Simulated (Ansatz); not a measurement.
## HBr from its elements: all-electron against pseudopotential results

```
H Br
1.0
     0.00000    3.85497    3.85601
     1.67141    0.00000    3.85601
     1.67141    3.85497    0.00000
H Br
1 1
Direct
  0.00000 0.00000 0.00000
  0.50000 0.50000 0.50000
```

The cell comes from a relaxation on PAW files under the same functional, begun from a database entry that needn't be the ground state.

Level of theory: DFT with PBEsol, scalar-relativistic, in Ansatz 0.2.0; a Γ-centred 9×9×9 k mesh, Fermi–Dirac smearing of 0.02 eV, no spin polarisation. LAPW: all electrons, basis error target 0.5 meV/atom; PAW: frozen-core files, cutoff 420 eV; crystal datasets: all electrons, by PAW datasets that the program makes for each cell.

The elements are taken as Br solid Br2, H H2 gas, each relaxed on PAW files under the same functional and computed by the same method as the compound; zero-point and thermal terms are left out. The functional lacks long-range dispersion, which matters for the layered or molecular reference states.

The PAW files were made under PBE.

(1) Give the formation energy by each method, with the residual pressure at this cell and the LAPW gap.

(2) Give the LAPW value for one formula unit in kJ/mol.

Answers

(1) 

| method | ΔE(formation) (eV/atom) | P at this cell (GPa) | gap (eV) |
| --- | --- | --- | --- |
| LAPW | 0.025 | 0.00 | 1.43 |
| PAW | 0.025 | 0.00 | – |
| crystal datasets | 0.025 | 0.00 | – |

(2) 0.025 eV/atom × 2 atoms × 96.485 kJ/(mol·eV) = 4.8 kJ/mol, at zero temperature and without zero-point motion.
